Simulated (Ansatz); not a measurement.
One crystal and one scan (scan of one atom of the cell) at two levels, r2SCAN (plane waves to 500 eV, PAW, scalar-relativistic; Ansatz, a quantum-chemistry and plane-wave program) and PBE (plane waves to 420 eV, PAW, scalar-relativistic; Ansatz), each from its own relaxed cell and on its own mesh. The cell shown is that of r2SCAN.

Relaxed Ge (diamond):

```
Ge
1.0
    0.00000     2.83720     2.83720
    2.83720     0.00000     2.83720
    2.83720     2.83720     0.00000
Ge
2
Cartesian
  2.83720   2.83720   2.83720
  4.25579   4.25579   4.25579
```

Scan: atom 2 (Ge, nearest neighbour Ge at 2.457 Å; its periodic images, 4.0 Å or more away, move with it) is displaced along Cartesian [110], direction (0.707, 0.707, 0.000) in Cartesian axes, by s. The other atoms stay.

Energies are smeared free energies. Ge was relaxed with its symmetry unable to fall. As the smearing reaches across the gap at some points, energies and forces of such displacements shift with the k mesh and the smearing. With partly filled bands, energies and forces of such displacements shift with the k mesh and the smearing. Percentages come from the unrounded values.

Results of r2SCAN:

- Lattice constant a (Å): 5.674
- Force constant k = d²E/ds² at s = 0 (finite differences) (eV/Å²): 11.51
- Shape of the curve: a single well with its minimum at or next to zero displacement

Estimate the PBE values.


| quantity | PBE | r2SCAN − PBE |
|---|---|---|
| Lattice constant a (Å) | 5.762 | -0.088 (-1.5 %) |
| Force constant k = d²E/ds² at s = 0 (finite differences) (eV/Å²) | 9.90 | +1.61 (+16 %) |

r2SCAN gives the higher value for: force constant k = d²E/ds² at s = 0. r2SCAN gives the lower value for: lattice constant a. Both give the same shape of the curve: a single well with its minimum at or next to zero displacement. Neither level is exact: the differences show how much the result hangs on the functional.

(A displaced cell: forces are minus the slopes of the energy, force constants its curvatures, and phonons follow from these.)
